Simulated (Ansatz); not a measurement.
Method: DFT r2SCAN, scalar-relativistic, plane waves, PAW (Ansatz 0.2.0).

Structure of Pb$_{2}$Au:

```
Pb Au
1.0
    -3.70132    3.70132    2.86912
     3.70132   -3.70132    2.86912
     3.70132    3.70132   -2.86912
Pb Au
4 2
Direct
  0.15945 0.65945 0.81889
  0.65945 0.84055 0.50000
  0.84055 0.34055 0.18111
  0.34055 0.15945 0.50000
  0.75000 0.75000 0.00000
  0.25000 0.25000 0.00000
```

Cutoff 500 eV; k points 8×8×8 on the computed 6-atom cell (Γ-centred); Gaussian smearing, width 0.10 eV; no spin polarisation.

Levels along Γ–X–M–Γ–Z | Z0–M | X–P–N–Γ, in eV from the Fermi level, sorted by energy at each point. Points in fractions of the primitive reciprocal vectors: Γ (0.000 0.000 0.000), X (0.000 0.000 0.500), M (-0.500 0.500 0.500), Z (0.400 0.400 -0.400), Z0 (-0.400 0.600 0.400), P (0.250 0.250 0.250), N (0.000 0.500 0.000).
| point | k (1/Å, with 2π) | band 44 | band 45 | band 46 | band 47 | band 48 | band 49 | band 50 |
| --- | --- | --- | --- | --- | --- | --- | --- | --- |
| Γ | 0.000 | -1.58 | -1.58 | -1.45 | -1.45 | -1.30 | -1.05 | 0.18 |
| - | 0.086 | -1.78 | -1.68 | -1.50 | -1.43 | -0.93 | -0.89 | 0.33 |
| - | 0.172 | -2.08 | -1.91 | -1.40 | -1.30 | -0.50 | -0.43 | 0.71 |
| - | 0.257 | -2.25 | -2.18 | -1.41 | -1.06 | -0.21 | 0.18 | 1.10 |
| - | 0.343 | -2.42 | -2.27 | -1.50 | -0.86 | -0.18 | 0.59 | 1.53 |
| - | 0.429 | -2.56 | -2.15 | -1.66 | -0.71 | -0.40 | 0.88 | 2.41 |
| - | 0.514 | -2.47 | -1.96 | -1.81 | -0.68 | -0.63 | 1.24 | 3.11 |
| X | 0.600 | -2.44 | -1.87 | -1.86 | -0.82 | -0.60 | 1.44 | 3.02 |
| - | 0.686 | -2.63 | -1.88 | -1.28 | -0.64 | -0.56 | 1.37 | 3.04 |
| - | 0.772 | -2.33 | -1.83 | -0.48 | -0.42 | -0.24 | 1.27 | 3.12 |
| - | 0.857 | -2.04 | -1.64 | -0.14 | 0.09 | 0.27 | 1.38 | 3.07 |
| - | 0.943 | -1.83 | -1.33 | 0.20 | 0.30 | 0.86 | 1.88 | 2.82 |
| - | 1.029 | -1.71 | -1.04 | 0.32 | 0.88 | 1.25 | 2.48 | 2.63 |
| - | 1.115 | -1.66 | -0.88 | 0.66 | 1.44 | 1.52 | 2.04 | 2.50 |
| M | 1.200 | -1.64 | -0.84 | 1.08 | 1.50 | 1.50 | 1.96 | 2.46 |
| - | 1.322 | -1.67 | -0.90 | 0.34 | 1.34 | 1.67 | 2.14 | 2.17 |
| - | 1.443 | -1.75 | -1.02 | -0.52 | 0.58 | 1.71 | 2.04 | 2.11 |
| - | 1.564 | -1.84 | -1.26 | -1.12 | -0.11 | 1.15 | 1.37 | 1.83 |
| - | 1.685 | -1.90 | -1.80 | -1.15 | -0.70 | 0.26 | 1.12 | 1.12 |
| - | 1.807 | -2.04 | -1.86 | -1.21 | -1.17 | -0.46 | 0.29 | 0.85 |
| - | 1.928 | -1.88 | -1.70 | -1.47 | -1.38 | -0.94 | -0.59 | 0.45 |
| Γ | 2.049 | -1.58 | -1.58 | -1.45 | -1.45 | -1.30 | -1.05 | 0.18 |
| - | 2.174 | -2.16 | -2.16 | -1.85 | -1.30 | -0.60 | -0.60 | 0.67 |
| - | 2.300 | -2.86 | -2.41 | -2.41 | -1.63 | 0.46 | 0.46 | 1.63 |
| - | 2.425 | -2.77 | -2.30 | -2.30 | -1.81 | 1.60 | 1.60 | 2.00 |
| - | 2.550 | -2.52 | -1.93 | -1.93 | -1.84 | 1.51 | 2.67 | 2.67 |
| - | 2.675 | -2.21 | -1.76 | -1.38 | -1.38 | 0.53 | 3.33 | 3.44 |
| - | 2.800 | -1.88 | -1.56 | -0.68 | -0.68 | -0.10 | 3.68 | 3.72 |
| Z | 2.926 | -1.69 | -1.26 | 0.10 | 0.15 | 0.15 | 2.87 | 3.75 |
| Z0 | 2.926 | -1.69 | -1.26 | 0.10 | 0.15 | 0.15 | 2.87 | 3.75 |
| - | 2.957 | -1.67 | -1.17 | 0.26 | 0.37 | 0.37 | 2.66 | 3.71 |
| - | 2.988 | -1.66 | -1.09 | 0.44 | 0.60 | 0.60 | 2.47 | 3.48 |
| - | 3.019 | -1.65 | -1.01 | 0.62 | 0.83 | 0.83 | 2.30 | 3.21 |
| - | 3.050 | -1.65 | -0.94 | 0.80 | 1.05 | 1.05 | 2.16 | 2.96 |
| - | 3.082 | -1.64 | -0.89 | 0.94 | 1.26 | 1.26 | 2.05 | 2.72 |
| - | 3.113 | -1.64 | -0.85 | 1.05 | 1.43 | 1.43 | 1.98 | 2.54 |
| M | 3.144 | -1.64 | -0.84 | 1.08 | 1.50 | 1.50 | 1.96 | 2.46 |
| X | 3.144 | -2.44 | -1.87 | -1.86 | -0.82 | -0.60 | 1.44 | 3.02 |
| - | 3.222 | -2.44 | -1.78 | -1.69 | -1.16 | -0.22 | 1.27 | 2.79 |
| - | 3.300 | -2.44 | -1.57 | -1.55 | -1.25 | 0.30 | 0.88 | 2.40 |
| - | 3.379 | -2.44 | -1.91 | -1.27 | -0.74 | 0.47 | 0.88 | 2.04 |
| - | 3.457 | -2.45 | -2.21 | -0.91 | -0.53 | 0.45 | 1.45 | 1.74 |
| - | 3.535 | -2.40 | -2.34 | -0.85 | -0.51 | 1.06 | 1.42 | 1.48 |
| - | 3.613 | -2.48 | -2.04 | -1.27 | -0.06 | 0.93 | 1.32 | 1.36 |
| P | 3.692 | -2.50 | -1.68 | -1.68 | 0.42 | 0.42 | 1.29 | 1.29 |
| - | 3.752 | -2.58 | -1.62 | -1.62 | 0.34 | 0.34 | 1.45 | 1.45 |
| - | 3.813 | -2.75 | -1.50 | -1.50 | 0.21 | 0.21 | 1.78 | 1.78 |
| - | 3.873 | -2.96 | -1.40 | -1.40 | 0.14 | 0.14 | 2.06 | 2.06 |
| - | 3.934 | -3.16 | -1.33 | -1.33 | 0.16 | 0.16 | 2.07 | 2.07 |
| - | 3.995 | -3.33 | -1.31 | -1.31 | 0.24 | 0.24 | 1.96 | 1.96 |
| - | 4.055 | -3.46 | -1.30 | -1.30 | 0.34 | 0.34 | 1.84 | 1.84 |
| N | 4.116 | -3.51 | -1.30 | -1.30 | 0.38 | 0.38 | 1.79 | 1.79 |
| - | 4.215 | -3.49 | -1.50 | -1.04 | -0.28 | 0.61 | 1.62 | 1.91 |
| - | 4.314 | -3.40 | -1.61 | -0.88 | -0.75 | -0.03 | 1.46 | 2.16 |
| - | 4.413 | -3.16 | -1.65 | -1.32 | -0.88 | -0.35 | 0.87 | 2.12 |
| - | 4.512 | -2.81 | -1.70 | -1.49 | -1.49 | -0.23 | 0.29 | 1.68 |
| - | 4.611 | -2.44 | -1.91 | -1.69 | -1.39 | -0.45 | -0.28 | 1.11 |
| - | 4.710 | -2.03 | -1.91 | -1.49 | -1.21 | -0.97 | -0.84 | 0.46 |
| Γ | 4.809 | -1.58 | -1.58 | -1.45 | -1.45 | -1.30 | -1.05 | 0.18 |

Spin-orbit coupling is left out, which matters for the bands of heavy elements.

Cost: 1 run of about 8 core-minutes, on Intel Xeon Processor @ 2.50GHz (Skylake/Cascade Lake) (shared hosts).